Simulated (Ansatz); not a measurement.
⁶⁹Ga nuclear quadrupole resonance in LaGaO3

Cell: a Materials Project structure (computed, not necessarily an observed phase).

Space group Pnma (No. 62); a = 5.5463, b = 7.8505, c = 5.5942 Å.

```
site  Wyckoff  site symmetry       x       y       z
  La       4c            .m.  0.4952  0.2500  0.5081
  Ga       4b             -1  0.0000  0.5000  0.5000
  O9       8d              1  0.7444  0.4555  0.7458
 O10       4c            .m.  0.4991  0.7500  0.9187
```

One atom of each set is listed.

Computed with Ansatz: DFT, PBE, plane waves and PAW, scalar-relativistic, 420 eV cutoff, Γ-centred 5×3×5 k-points, Fermi–Dirac smearing 0.02 eV.

⁶⁹Ga: I = 3/2, Q = 171.0 mb (year-2017 value). Static lattice, zero field.

(1) Predict the zero-field ⁶⁹Ga lines of each site.

(2) And for ⁷¹Ga (I = 3/2, Q = 107.0 mb) on Ga?

Answers

(1) For I = 3/2 there is one line, ν = (|C_Q|/2)(1 + η²/3)^½.

| site | atoms | V_zz (10²¹ V/m²) | C_Q (MHz) | η | line frequencies (MHz) |
| --- | --- | --- | --- | --- | --- |
| Ga | 4 | -0.81 | -3.35 | 0.14 | 1.68 |

(2) C_Q scales with Q to -2.10 MHz, with lines at 1.05 MHz.
